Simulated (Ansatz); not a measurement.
**TePt, first-principles data**

TePt:
```
CELL_PARAMETERS angstrom
      3.42715     0.00000     0.00000
      0.00000     3.42715     0.00000
      0.00000     0.00000     3.42834
ATOMIC_POSITIONS crystal
  Pt 0.00000 0.00000 0.00000
  Te 0.50000 0.50000 0.50000
```

Space group Pm-3m (No. 221), CsCl type; conventional cell a = 3.4275 Å, b = 3.4275 Å, c = 3.4275 Å, α = 90.00°, β = 90.00°, γ = 90.00°.

Method: r²SCAN (plane waves, PAW; program Ansatz). Geometry: relaxed at this level of theory. Other levels are named where they apply.

**Cell and energy**

```json
{
  "volume_per_atom": "20.13 Å³",
  "density": "13.31 g/cm³",
  "Formation energy from the elements (no fitted shifts)": "26 kJ/mol-atom"
}
```

**Electronic structure**

```json
{
  "electronic_character": "metallic (no gap)",
  "Density of states at the Fermi level": "0.40 states/eV per atom (mean over ±0.08 eV)",
  "Gap with spin–orbit coupling": "none (metallic)"
}
```

**Mechanics**

```json
{
 "Bulk modulus (Birch–Murnaghan fit)": "132 GPa",
 "Pressure derivative B′": "5.2"
}
```

**Charges**

```json
{
  "bader_charges": "Pt -0.37, Te +0.37 e"
}
```

The start of the workflow was typed in or built on a structure type; neither database checked (COD, Materials Project) lists it. COD files the formula under space group No. 166, 194. Whether it is the stable phase at ambient conditions was not checked. The cell was relaxed with r²SCAN under the symmetry of its start; its stability against distortions is not shown here. The run is not spin-polarised. Its formation energy is positive at this level, so the cell may be metastable or incomplete. Point labels and valley counts follow the cell and symmetry of the run, lower than the named group. The references are the lowest solids computed at this level, not always the standard phases. Scalar-relativistic: spin–orbit coupling is off unless named, which matters more the heavier the elements.

Potentials: the later of the program's two PAW sets.
